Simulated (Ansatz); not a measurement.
Phonons of Au (fcc, Cu type) at L = (0.5, 0.0, 0.0), X = (0.5, 0.5, 0.0).

Au (fcc, Cu type)

```yaml
crystal:
  lattice:
    - [0.00000, 2.07863, 2.07863]
    - [2.07863, 0.00000, 2.07863]
    - [2.07863, 2.07863, 0.00000]
  atoms:
    - { symbol: Au, position: [0.00000, 0.00000, 0.00000] }
```

Level of theory: PBE (plane waves to 420 eV, PAW, scalar-relativistic; Ansatz, a first-principles code). Harmonic phonons by density-functional perturbation theory on a 20×20×20 k mesh, in cm⁻¹ and rounded to 5; i marks imaginary ones, q is in fractions of the reciprocal vectors of the cell shown, and the three acoustic modes at Γ are left out. Au was relaxed with its symmetry unable to fall. Spin-orbit coupling is left out, though Au is heavy. The PAW data are Ansatz's earlier set.

| q | wavenumbers (cm⁻¹) |
|---|---|
| L = (0.5, 0.0, 0.0) | 55 (×2), 135 |
| X = (0.5, 0.5, 0.0) | 75 (×2), 135 |

The structure shows no imaginary mode at these points (lowest 55 cm⁻¹ at L = (0.5, 0.0, 0.0)); other wave vectors were not tested.

Highest mode: 135 cm⁻¹ at X = (0.5, 0.5, 0.0).
